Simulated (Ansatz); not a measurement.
## Y2H2C: stationary points along a deformation path

These are results of DFT PBEsol, scalar-relativistic, plane waves, PAW in Ansatz, not measurements. Cutoff 420 eV, Γ-centred 18×18×10 k-points, Gaussian smearing of 0.15 eV. No spin polarisation. Energies are free energies at this smearing, counted from the undisturbed cell; pressure is positive in compression.

The undisturbed cell (as given, not relaxed at this level; it stands at -2.7 GPa, and it needn't be the usual structure):

```
Y H C
1.0
     3.65560    0.00000    0.00000
    -1.82780    3.16584    0.00000
     0.00000    0.00000    5.99730
Y H C
2 2 1
Direct
  0.33333 0.66667 0.22650
  0.66667 0.33333 0.77350
  0.33333 0.66667 0.60700
  0.66667 0.33333 0.39300
  0.00000 0.00000 0.00000
```

At fixed volume and fractional coordinates, lengths along (0.000, 0.000, 1.000) are scaled against those across it; ρ is that ratio over its starting value. V = 13.881 Å³/atom. Δσ is the stress along the axis less the mean stress across it (compression positive).

```csv
ρ,ΔE (meV/atom),Δσ (GPa),space group
0.800,201.9,30.09,P-3m1
0.850,109.2,22.73,P-3m1
0.920,29.1,12.13,P-3m1
0.960,6.8,5.96,P-3m1
1.000,0.0,-0.21,P-3m1
1.050,11.2,-7.75,P-3m1
1.100,41.3,-14.55,P-3m1
1.200,143.2,-25.62,P-3m1
1.300,280.7,-33.45,P-3m1
```

Task: How does the stress give the slope of the energy, and where is the energy stationary?

Result: Along the path d ln(length) is 2/3 d ln ρ on the axis and −1/3 d ln ρ across it, so dE/d ln ρ = −(2/3) V Δσ: the energy falls with ρ where Δσ is positive. Δσ vanishes or changes sign between ρ = 0.960 and 1.000, a minimum (near 1.00 by linear interpolation). Pairs of stationary points between two samples would go unseen, and could change a minimum read from distant neighbours into a maximum.

Task: Integrate that slope from ρ = 1 to 0.850 by the trapezoid rule.

Result: With V/N in Å³ and 1 eV/Å³ = 160.2 GPa the slopes at ρ = 1.000, 0.960, 0.920, 0.850 are 12, -344, -701, -1313 meV/atom per unit of ln ρ. The steps add 6.8 + 22.2 + 79.7 = 108.7 meV/atom, against 109.2 from the energies; the trapezoid rule misses the curvature of the slope within each step.

Forces appear on the atoms along this scan, and letting them relax would lower the energy and soften the response. In a metal these slopes depend on the k mesh and the smearing.